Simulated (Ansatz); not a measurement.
## Band table of BiIr (zincblende type)

```
Ir Bi
1.0
     0.00000    3.02394    3.02394
     3.02394    0.00000    3.02394
     3.02394    3.02394    0.00000
Ir Bi
1 1
Direct
  0.00000 0.00000 0.00000
  0.25000 0.25000 0.25000
```

The cell comes from a relaxation on PAW files under the same functional, begun from a prototype that needn't be the stable phase.

Level of theory: DFT with PBEsol, scalar-relativistic, in Ansatz 0.2.0; a Γ-centred 12×12×12 k mesh, Fermi–Dirac smearing of 0.1 eV, no spin polarisation. LAPW: all electrons, basis error target 1 meV/atom.

Spin–orbit coupling is left out, which matters for the heavy atoms.

Path points, in fractions of the reciprocal vectors: Γ (0.000, 0.000, 0.000), X (-0.500, -0.500, 0.000), U (-0.375, -0.375, 0.250), K (-0.375, 0.000, 0.375), L (0.000, 0.000, 0.500), W (-0.500, -0.250, 0.250). The distance column jumps between branches of the path. Levels in eV from the Fermi level; bands 33 to 51, counted from the lowest band of the run. The gap is zero, the pressure 0.01 GPa.

```
# k(1/Å) point b33 b34 b35 b36 b37 b38 b39 b40 b41 b42 b43 b44 b45 b46 b47 b48 b49 b50 b51
0.000 Γ -22.54 -22.54 -22.54 -22.49 -22.49 -12.17 -3.53 -3.53 -3.53 -1.60 -1.60 2.45 5.11 5.11 5.11 6.86 6.86 6.86 8.20
0.148 - -22.55 -22.54 -22.54 -22.49 -22.49 -12.11 -3.63 -3.50 -3.50 -1.63 -1.60 2.40 4.56 4.56 5.19 6.28 7.36 7.36 8.95
0.297 - -22.55 -22.54 -22.54 -22.49 -22.49 -11.95 -3.88 -3.40 -3.40 -1.73 -1.58 2.15 3.58 3.58 5.14 5.83 8.25 8.25 9.26
0.445 - -22.56 -22.54 -22.54 -22.49 -22.49 -11.69 -4.21 -3.24 -3.24 -1.85 -1.57 1.56 2.57 2.57 4.84 5.88 9.20 9.20 9.23
0.594 - -22.57 -22.54 -22.54 -22.49 -22.48 -11.38 -4.54 -3.02 -3.02 -1.95 -1.55 0.70 1.64 1.64 4.75 5.81 9.89 10.23 10.23
0.742 - -22.57 -22.54 -22.54 -22.50 -22.48 -11.08 -4.81 -2.75 -2.75 -1.99 -1.53 -0.19 0.83 0.83 4.81 5.64 10.96 11.35 11.35
0.890 - -22.58 -22.54 -22.54 -22.50 -22.48 -10.85 -4.99 -2.49 -2.49 -1.90 -1.51 -0.93 0.24 0.24 4.94 5.47 12.07 12.47 12.47
1.039 X -22.58 -22.54 -22.54 -22.50 -22.48 -10.76 -5.05 -2.37 -2.37 -1.76 -1.51 -1.30 0.01 0.01 5.02 5.38 12.65 13.10 13.10
1.091 - -22.58 -22.54 -22.54 -22.50 -22.48 -10.76 -5.04 -2.39 -2.38 -1.75 -1.51 -1.32 0.00 0.03 5.05 5.42 12.49 12.82 13.06
1.144 - -22.58 -22.54 -22.54 -22.50 -22.48 -10.76 -5.01 -2.43 -2.41 -1.75 -1.52 -1.35 -0.02 0.10 5.12 5.54 12.13 12.44 12.89
1.196 - -22.57 -22.54 -22.54 -22.50 -22.48 -10.76 -4.95 -2.51 -2.45 -1.78 -1.53 -1.35 -0.05 0.21 5.17 5.78 11.69 12.06 12.61
1.249 - -22.57 -22.54 -22.54 -22.50 -22.48 -10.76 -4.88 -2.62 -2.51 -1.85 -1.54 -1.30 -0.09 0.34 5.21 6.14 11.22 11.69 12.28
1.301 - -22.57 -22.54 -22.54 -22.49 -22.48 -10.77 -4.78 -2.76 -2.57 -1.93 -1.56 -1.20 -0.14 0.51 5.25 6.57 10.76 11.34 11.93
1.354 - -22.57 -22.55 -22.54 -22.49 -22.48 -10.78 -4.67 -2.93 -2.64 -1.99 -1.58 -1.09 -0.20 0.71 5.28 7.05 10.33 11.01 11.57
1.406 U -22.57 -22.55 -22.54 -22.49 -22.48 -10.79 -4.55 -3.11 -2.71 -2.01 -1.60 -0.95 -0.26 0.92 5.32 7.54 9.96 10.70 11.20
2.042 K -22.57 -22.55 -22.54 -22.49 -22.48 -10.79 -4.55 -3.11 -2.71 -2.01 -1.60 -0.95 -0.26 0.92 5.32 7.54 9.96 10.70 11.20
2.200 - -22.56 -22.55 -22.54 -22.49 -22.48 -10.89 -4.20 -3.60 -2.90 -1.91 -1.67 -0.58 -0.35 1.66 5.45 8.10 9.86 9.96 10.25
2.357 - -22.56 -22.55 -22.54 -22.49 -22.49 -11.08 -4.20 -3.59 -3.06 -1.73 -1.62 -0.56 0.19 2.47 5.57 7.36 9.15 9.22 11.14
2.515 - -22.56 -22.55 -22.54 -22.49 -22.49 -11.35 -4.25 -3.41 -3.20 -1.76 -1.52 -0.03 0.93 3.30 5.48 6.91 8.44 8.49 10.49
2.672 - -22.55 -22.54 -22.54 -22.49 -22.49 -11.65 -4.12 -3.36 -3.32 -1.75 -1.58 0.94 1.87 4.06 5.03 6.94 7.85 7.91 10.23
2.830 - -22.55 -22.54 -22.54 -22.49 -22.49 -11.92 -3.87 -3.43 -3.42 -1.69 -1.61 1.87 3.08 4.63 4.66 6.86 7.30 7.78 10.17
2.987 - -22.55 -22.54 -22.54 -22.49 -22.49 -12.10 -3.63 -3.50 -3.50 -1.63 -1.61 2.37 4.41 4.74 5.01 6.73 6.96 7.37 9.06
3.144 Γ -22.54 -22.54 -22.54 -22.49 -22.49 -12.17 -3.53 -3.53 -3.53 -1.60 -1.60 2.45 5.11 5.11 5.11 6.86 6.86 6.86 8.20
3.273 - -22.54 -22.54 -22.54 -22.49 -22.49 -12.13 -3.60 -3.51 -3.51 -1.61 -1.61 2.40 4.66 4.91 4.91 6.83 7.05 7.05 8.82
3.401 - -22.55 -22.54 -22.54 -22.49 -22.49 -12.00 -3.77 -3.46 -3.46 -1.64 -1.64 2.02 4.05 4.47 4.47 7.02 7.44 7.44 9.31
3.530 - -22.55 -22.54 -22.54 -22.49 -22.49 -11.81 -4.00 -3.39 -3.39 -1.65 -1.65 1.17 3.87 3.95 3.95 7.46 7.83 7.83 9.16
3.658 - -22.56 -22.54 -22.54 -22.49 -22.49 -11.59 -4.22 -3.32 -3.32 -1.64 -1.64 0.19 3.45 3.45 3.87 7.95 8.10 8.10 9.23
3.787 - -22.56 -22.54 -22.54 -22.49 -22.49 -11.37 -4.40 -3.26 -3.26 -1.60 -1.60 -0.63 3.03 3.03 3.87 8.09 8.24 8.24 9.98
3.916 - -22.56 -22.54 -22.54 -22.49 -22.49 -11.20 -4.51 -3.23 -3.23 -1.55 -1.55 -1.18 2.74 2.74 3.85 8.06 8.30 8.30 11.07
4.044 L -22.56 -22.54 -22.54 -22.49 -22.49 -11.14 -4.55 -3.23 -3.23 -1.53 -1.53 -1.38 2.63 2.63 3.85 8.04 8.31 8.31 11.72
4.149 - -22.56 -22.54 -22.54 -22.49 -22.49 -11.12 -4.52 -3.26 -3.21 -1.55 -1.54 -1.36 2.26 2.55 4.20 7.63 8.42 8.93 11.49
4.254 - -22.56 -22.54 -22.54 -22.49 -22.49 -11.07 -4.45 -3.35 -3.14 -1.61 -1.54 -1.31 1.61 2.29 4.80 7.33 8.73 9.80 11.05
4.359 - -22.56 -22.55 -22.54 -22.49 -22.49 -11.00 -4.36 -3.49 -3.02 -1.72 -1.54 -1.22 0.95 1.91 5.41 7.23 9.01 10.64 10.78
4.464 - -22.56 -22.55 -22.54 -22.49 -22.48 -10.92 -4.26 -3.63 -2.83 -1.85 -1.54 -1.11 0.33 1.48 6.02 7.27 8.93 10.27 11.24
4.569 - -22.56 -22.55 -22.54 -22.49 -22.48 -10.84 -4.19 -3.76 -2.60 -1.92 -1.54 -1.00 -0.23 1.08 6.66 7.40 8.59 9.56 12.08
4.674 - -22.56 -22.56 -22.54 -22.49 -22.48 -10.78 -4.16 -3.83 -2.44 -1.81 -1.53 -1.05 -0.61 0.80 7.32 7.59 8.22 8.85 13.04
4.779 W -22.56 -22.56 -22.54 -22.49 -22.48 -10.76 -4.15 -3.85 -2.41 -1.61 -1.44 -1.38 -0.66 0.70 7.75 7.85 7.94 8.35 13.69
4.853 - -22.56 -22.55 -22.54 -22.49 -22.48 -10.76 -4.30 -3.67 -2.41 -1.61 -1.44 -1.41 -0.62 0.68 7.15 7.44 8.51 8.90 13.67
4.927 - -22.57 -22.55 -22.54 -22.49 -22.48 -10.76 -4.51 -3.38 -2.40 -1.60 -1.48 -1.44 -0.51 0.61 6.56 6.86 9.27 9.64 13.62
5.001 - -22.57 -22.54 -22.54 -22.49 -22.48 -10.76 -4.70 -3.08 -2.40 -1.58 -1.57 -1.43 -0.37 0.51 6.04 6.34 10.06 10.40 13.55
5.076 - -22.57 -22.54 -22.54 -22.49 -22.48 -10.76 -4.85 -2.80 -2.39 -1.65 -1.56 -1.42 -0.23 0.36 5.62 5.93 10.88 11.14 13.47
5.150 - -22.57 -22.54 -22.54 -22.50 -22.48 -10.76 -4.96 -2.57 -2.38 -1.71 -1.53 -1.39 -0.10 0.21 5.29 5.63 11.71 11.82 13.36
5.224 - -22.58 -22.54 -22.54 -22.50 -22.48 -10.76 -5.03 -2.42 -2.37 -1.75 -1.51 -1.33 -0.02 0.07 5.09 5.44 12.38 12.52 13.22
5.298 X -22.58 -22.54 -22.54 -22.50 -22.48 -10.76 -5.05 -2.37 -2.37 -1.76 -1.51 -1.30 0.01 0.01 5.02 5.38 12.65 13.10 13.10
```
